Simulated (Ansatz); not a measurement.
Input and command of a plane-wave DFT calculation in Ansatz:

```yaml
crystal:
  lattice:
    - [0.0, 2.2862, 2.485]
    - [2.2862, 0.0, 2.485]
    - [2.2862, 2.2862, 0.0]
  atoms:
    - { symbol: "Y", position: [0.0, 0.0, 0.0] }
basis:
  ecutwfc: 420
kpoints:
  mp_grid: { grid: [16, 16, 16] }
hamiltonian:
  xc: pbesol
scf:
  occupations: { method: gaussian, width: 0.15 }
output:
  forces: true
  stress: true
  eigenvalues: true
  write_density: true
  write_potential: true
  elf: true
  volumetric_format: npy
```

```bash
ansatz run input.yaml --threads 1 --pin off --max-ram 2560MiB --backend cpu --events-out ev --progress --plain --runs-dir out
```

Processor: Arm Neoverse V1, 1 thread, on a host shared with other jobs.

Task: Estimate time, memory and problem size.

Result: About 6.7 s on 1 thread of Arm Neoverse V1 (shared host), peak memory 0.36 GiB. It solves 10 bands at 349 k points (the mesh reduced by symmetry) with about 525 plane waves, in 6 SCF iterations.
